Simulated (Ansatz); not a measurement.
AlN:
```
CELL_PARAMETERS angstrom
      0.00000     2.18475     2.18475
      2.18475     0.00000     2.18475
      2.18475     2.18475     0.00000
ATOMIC_POSITIONS crystal
  Al 0.00000 0.00000 0.00000
  N  0.25000 0.25000 0.25000
```

x, y and z are the axes in which the lattice vectors are written.

### Question
Give the high-frequency dielectric tensor and the Born effective charge tensors of the independent atoms from DFPT, r²SCAN (plane waves, PAW; program Ansatz).

### Answer

ε∞:
```
4.26  0.00  0.00
0.00  4.26  0.00
0.00  0.00  4.26
```
Z* of atom 1 (Al), rows: field, columns: displacement, in e:
```
2.54  0.00  0.00
0.00  2.54  0.00
0.00  0.00  2.54
```
Z* of atom 2 (N), rows: field, columns: displacement, in e:
```
-2.54   0.00   0.00
 0.00  -2.54   0.00
 0.00   0.00  -2.54
```

Static charges for comparison (Bader): Al1 +2.48, N2 -2.48 e. Born charges measure polarisation by displacement and can exceed these by far.

Space group F-43m (zinc blende). The cell was relaxed with r²SCAN under the symmetry of its start; phonons on a q-mesh show no instability.

Potentials: the earlier of the program's two PAW sets.
